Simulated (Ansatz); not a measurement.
ScAl₃N₄:
```xyz
8
Lattice="3.4360 0.0000 0.0000 -1.7180 2.9756 0.0000 0.0000 0.0000 8.3817" Properties=species:S:1:pos:R:3 pbc="T T T"
Al     0.0000     0.0000     6.3801
Al     0.0000     1.9838     0.0000
N      0.0000     0.0000     0.0000
N      0.0000     1.9838     1.9831
Al     0.0000     0.0000     2.0017
Sc     0.0000     1.9838     4.1909
N      0.0000     0.0000     4.1909
N      0.0000     1.9838     6.3987
```

Relaxed with r²SCAN. Special points in fractions of this cell's reciprocal vectors: Γ (0.000, 0.000, 0.000); M (0.500, 0.000, 0.000); K (0.333, 0.333, 0.000); A (0.000, 0.000, 0.500); L (0.500, 0.000, 0.500); H (0.333, 0.333, 0.500).

### Question
List the band energies nearest the valence-band maximum at these points for DFT-r²SCAN in the program Ansatz with PAW potentials.

### Answer
In eV from the valence-band maximum; about four levels below and three above (degenerate sets whole), none deeper than 8.9 eV; points with the same levels are listed once.

| k | below | above |
|---|---|---|
| Γ | -2.44 -2.44 -1.47 -1.47 0.00 | 3.42 5.22 5.30 5.30 |
| M | -1.92 -1.78 -1.46 -0.63 | 4.28 4.68 4.80 |
| K | -2.15 -1.25 -0.72 -0.62 | 3.10 3.31 6.82 |
| A | -1.62 -1.59 -1.59 -1.33 | 4.35 4.60 5.28 5.28 |
| L | -1.67 -1.55 -0.89 -0.82 | 4.38 4.43 4.84 |
| H | -1.84 -1.64 -1.02 -0.75 | 3.07 3.76 6.69 |

Space group P-6m2. The start of the workflow was typed in or built on a structure type; neither database checked (COD, Materials Project) lists it. Its standing as an ambient phase is unchecked. The cell was relaxed with r²SCAN under the symmetry of its start; whether a distortion lowers the energy is not shown. The run is not spin-polarised.

Potentials: the earlier of the program's two PAW sets.
